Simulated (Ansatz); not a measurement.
Ansatz input

```yaml
crystal:
  lattice:
    - [7.1703213343, 0.0, 0.0]
    - [-3.5851606671, 6.2096804288, 0.0]
    - [0.0, 0.0, 4.2678380691]
  atoms:
    - { symbol: Ba, position: [0.0, 0.0, 1.0] }
    - { symbol: Ba, position: [0.3333333333, 0.6666666667, 0.5] }
    - { symbol: Ba, position: [0.6666666667, 0.3333333333, 0.5] }
hamiltonian:
  xc: pbesol
  pseudopotentials:
    kind: paw
    azcp:
      Ba: "pseudopotentials/Ba.paw.azcp"
basis:
  ecutwfc: 420
  fft_grid_basis: typed
kpoints:
  mp_grid: { grid: [7, 7, 10], shift: [0, 0, 0] }
magnetization:
  spin_polarized: false
scf:
  occupations: { method: fermi_dirac, width: 0.1 }
output:
  stress: true
```

Terminal output

```
Warning: the record states the generating functional pbe (its physics header spells it `PBE`), which answers neither for hamiltonian.xc's functional nor for the pbesol family's — results may be inconsistent (PPs are generated against a specific XC)
Engine: ansatz 0.2.0, aarch64-unknown-linux-gnu
Pseudopotentials: kind: paw
Pseudopotential: Ba, paw, valence charge 10, recommended cutoff 420 eV (normal) 
Functional definition: PBEsol
  exchange = pbesol_x
  correlation = pbesol_c
Crystal: 3 atoms, lattice volume = 190.027 Å³
Basis set: ecut = 420 eV, 3681 PW (Γ)
Bands: 19, of which v1, the nominal top of the filled ones, is band 15 counted from 1 (14 counted from 0)
Symmetry: 24 space group operations
Space group: P6/mmm (ITA 191), of the structure as read, at distance tolerance 5.7e-5 Å
k-points: 48 of 490
Non-local potential: Ba, projectors of the file, l = 0: 3, l = 1: 2, l = 2: 2, l = 3: 2
PAW form: soft (Blöchl's): semilocal exchange-correlation on the pseudo side does not see the compensation charge
PAW frozen core: Ba, regenerated for the run's functional, and the local potential with it (the file was generated under x = pbe(κ = 0.804, μ = 0.2195149727645171), c = pbe(β = 0.06672455060314922))
PAW one-centre angular grid: Ba, 194 points (default); XC on 64 Gauss nodes
Initial density: superposition of atomic densities (neutral atoms: chi_scale 0, normalization atom), corrected by the library's trained network
Initial wavefunctions: pseudopotential atomic-orbital guess
Functional: x = pbesol(κ = 0.804, μ = 0.12345679012345678), c = pbesol(β = 0.046)
SCF iter   1: F=—  HF=-17587.741715 eV  |F-HF|=—  |Δ(HF+E_count)|=         —  Δρ=2.36e-3  dr2=5.03e-2  ethr=1.77e-3  ⟨swp⟩=8.0  Hψ=11739  notcnv=0
automatic band count: the SCF goes on with 23 bands, as 19 were too few: the levels above may hold too much charge
SCF iter   2: F=—  HF=-17587.735849 eV  |F-HF|=—  |Δ(HF+E_count)|=   5.87e-3  Δρ=1.43e-3  dr2=1.91e-2  ethr=1.68e-4  ⟨swp⟩=1.0  Hψ=1488  notcnv=0
SCF iter   3: F=—  HF=-17587.732613 eV  |F-HF|=—  |Δ(HF+E_count)|=   3.24e-3  Δρ=2.19e-4  dr2=1.21e-4  ethr=6.37e-5  ⟨swp⟩=2.0  Hψ=1244  notcnv=0
SCF iter   4: F=—  HF=-17587.732644 eV  |F-HF|=—  |Δ(HF+E_count)|=   3.13e-5  Δρ=8.10e-5  dr2=2.54e-5  ethr=4.02e-7  ⟨swp⟩=3.0  Hψ=1979  notcnv=0
SCF iter   5: F=—  HF=-17587.732692 eV  |F-HF|=—  |Δ(HF+E_count)|=   4.81e-5  Δρ=1.96e-5  dr2=1.20e-6  ethr=8.48e-8  ⟨swp⟩=2.5  Hψ=1767  notcnv=0
SCF iter   6: F=—  HF=-17587.732692 eV  |F-HF|=—  |Δ(HF+E_count)|=   5.16e-8  Δρ=4.48e-6  dr2=1.15e-7  ethr=3.33e-10  ⟨swp⟩=5.0  Hψ=4379  notcnv=0
SCF iter   7: F=-17587.732692 eV  HF=-17587.732692 eV  |F-HF|=2.04e-10  |Δ(HF+E_count)|=   9.50e-9  Δρ=1.03e-6  dr2=3.46e-9  ethr=3.33e-10  ⟨swp⟩=4.0  Hψ=3136  notcnv=0
SCF 1 converged in 7 iterations: F = -17587.732692 eV  dr2 = 3.46e-9
SCF converged after 7 iterations
Free energy (F): -17587.732692 eV
Harris-Foulkes:  -17587.732692 eV  (|F-HF|=2.04e-10)
Internal energy: -17587.547984 eV  (E = F + TS)
E sigma→0 (E₀):  -17587.640338 eV
Entropy (-TS):   -0.184709 eV (-61.570 meV/atom)
Fermi energy:    5.699604 eV
--- Per-component energies (eV) ---
  E_band       = -258.752360
  E_kinetic    = 499.178659
  E_local      = -1144.080602  (includes V_loc(G=0)·N_el)
  E_nonlocal   = 175.289778
  E_hartree    = 360.570418
  E_xc         = -494.931088
  E_vxc        = -399.403894  (∫ρ·V_xc dr)
  E_paw        = -15421.407894  (= ΣΔE_a)
  E_vpaw       = -110.876728  (= ΣTr[D̂ρ^β])
  E_aug_tail   = -0.000006  (compensation charges beyond the density's cutoff)
  E_ewald      = -1562.621549
  E_core_change = 0.454299  (= ΣΔE_core)
  E_smearing   = -0.184709  (= −TS)
  E_closure    = 0.000000  (closes the sum)
  Σ components = -17587.732692   (vs F -17587.732692, Δ=0.00e0)
--- Stress (GPa, compression-positive) ---
       -0.609900      -0.000000       0.000000
        0.000000      -0.609900      -0.000000
        0.000000      -0.000000      -0.594579
  P = ⅓ Tr σ = -0.6048 GPa (-6.048 kbar)
```
